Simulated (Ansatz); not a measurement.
Nb3Sn (A15 (Cr3Si type)), relaxed with PBE (Ansatz, a quantum-chemistry and plane-wave program, plane waves, PAW): a = b = c = 5.3191 Å, α = β = γ = 90.00°.

| Quantity | Value |
|---|---|
| ΔH_f (eV/atom) | -0.17 |
| B₀ by P(V) fit (GPa) | 162 |

Question: The same phase is relaxed and computed with PBEsol in the same code. What are the cell and these values now?

Answer: a = b = c = 5.2586 Å, α = β = γ = 90.00°.

- ΔH_f (eV/atom): -0.21
- B₀ by P(V) fit (GPa): 176

All cells were relaxed under the symmetry of their starts (and spin orders); stability against distortions was not tested throughout. Rows with no word on spin ran without spin polarisation. Spin–orbit coupling is left out wherever it is not named.

Potentials: the later of the program's two PAW sets.

Ansatz is a plane-wave DFT program.

Formation energies count from the lowest solids of the elements computed at the same level, not from gases.
